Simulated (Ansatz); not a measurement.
Method: DFT PBE, scalar-relativistic, plane waves, PAW in Ansatz 0.2.0. All cells share a 420 eV cutoff and Γ-centred k meshes spaced at most about 0.3 Å⁻¹ (about 0.25 or finer for metals, 2π included). No spin polarisation in the final relaxations.

Temperature and zero-point effects are left out.

Two forms of CdSnO2 were relaxed alike.

A. Space group P-3m1 (No. 164), trigonal, a = 3.408 Å, c = 6.103 Å. Around Cd lie 6 O at 2.41 Å and 2 Sn at 3.05 Å; around Sn lie 6 O at 2.57 Å and 2 Cd at 3.05 Å; around O lie 3 Cd at 2.41 Å and 3 Sn at 2.57 Å.

B. Space group P2_1/m (No. 11), monoclinic, a = 5.698 Å, b = 3.511 Å, c = 7.878 Å, β = 99.3°. Around Cd lie 4 O at 2.14–2.29 Å; Sn has 3 O at 2.08–2.17 Å; around O on its first site lie 1 Cd at 2.14 Å and 2 Sn at 2.17 Å; around O on its second site lie 1 Sn at 2.08 Å and 3 Cd at 2.23–2.29 Å.

Problem. Which form is favoured at zero pressure, and by what margin per atom?

Solution. B is lower, by 0.32 eV/atom. A has space group P-3m1 (No. 164), 15.3 Å³/atom and no gap on its mesh; B has space group P2_1/m (No. 11), 19.4 Å³/atom and a gap of 1.12 eV. Counting O atoms around Cd and Sn (those within 1.25 times the shortest such distance or 1.15 times the sum of covalent radii; the shortest distance is added where it is long for a bond), A has Cd 6, Sn 6 from 2.6 Å and B has Cd 4, Sn 3. Both come from invented guesses.

Weakly bound directions are ill-defined at this level, which has no dispersion term (P2_1/m), and this can change margins and order among such cells. Kohn–Sham gaps at this level usually fall short of measured ones. The zero gap of P-3m1 may come from the functional, which often closes small gaps, or the cell may be a true semimetal. Cells relaxed within their symmetry can be saddle points. The P2_1/m cell of CdSnO2 came from shaking the P-3m1 one.
